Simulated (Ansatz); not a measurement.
Relaxed-ion elastic tensor of Y (hcp (Mg type), P6_3/mmc) in GPa (Voigt order), the program Ansatz at the r²SCAN+D4 level (PAW); density 4.44 g/cm³, 33.22 Å³ per atom.

```json
[
 {"": "1", "1": "75.6", "2": "29.0", "3": "20.2", "4": "0.0", "5": "0.0", "6": "0.0"},
 {"": "2", "1": "29.0", "2": "75.6", "3": "20.2", "4": "0.0", "5": "0.0", "6": "0.0"},
 {"": "3", "1": "20.2", "2": "20.2", "3": "76.3", "4": "0.0", "5": "0.0", "6": "0.0"},
 {"": "4", "1": "0.0", "2": "0.0", "3": "0.0", "4": "23.8", "5": "0.0", "6": "0.0"},
 {"": "5", "1": "0.0", "2": "0.0", "3": "0.0", "4": "0.0", "5": "23.8", "6": "0.0"},
 {"": "6", "1": "0.0", "2": "0.0", "3": "0.0", "4": "0.0", "5": "0.0", "6": "23.3"}
]
```

Problem. Is the crystal mechanically stable?

Solution. Yes: the smallest eigenvalue of C is 23.3 GPa.

Problem. Work out the Voigt, Reuss and Hill averages.

Solution. K_V = 40.7, K_R = 40.6, K_H = 40.7; G_V = 24.7, G_R = 24.5, G_H = 24.6 GPa.

Problem. Give Young's modulus, Poisson's ratio, Pugh's ratio and the universal anisotropy index.

Solution. E = 9KG/(3K + G) = 61.4 GPa; ν = 0.25; K/G = 1.65 (near the Pugh limit of 1.75, no verdict); A_U = 5G_V/G_R + K_V/K_R − 6 = 0.04.

Problem. Estimate the sound speeds and the Debye temperature.

Solution. v_l = √((K + 4G/3)/ρ) = 4070 m/s, v_t = √(G/ρ) = 2350 m/s, mean 2610 m/s; Θ = (h/k)(3n/4πV)^(1/3) v_m = 242 K.

Problem. How much does each axis shrink under pressure?

Solution. Linear compressibilities β_i = Σ_j S_ij (j = 1 to 3): x 7.8, y 7.8, z 9.0 per TPa.

Symmetry was held in the r²SCAN+D4 relaxation. The run is not spin-polarised. The pairwise dispersion correction was not fitted to metals. As this level gives no gap, shear constants depend on the k-mesh and smearing (Fermi–Dirac, 0.1 eV here). On the denser mesh and wider smearing of the elastic run this cell carries a stress of 0.3 GPa.

Potentials: the earlier of the program's two PAW sets.
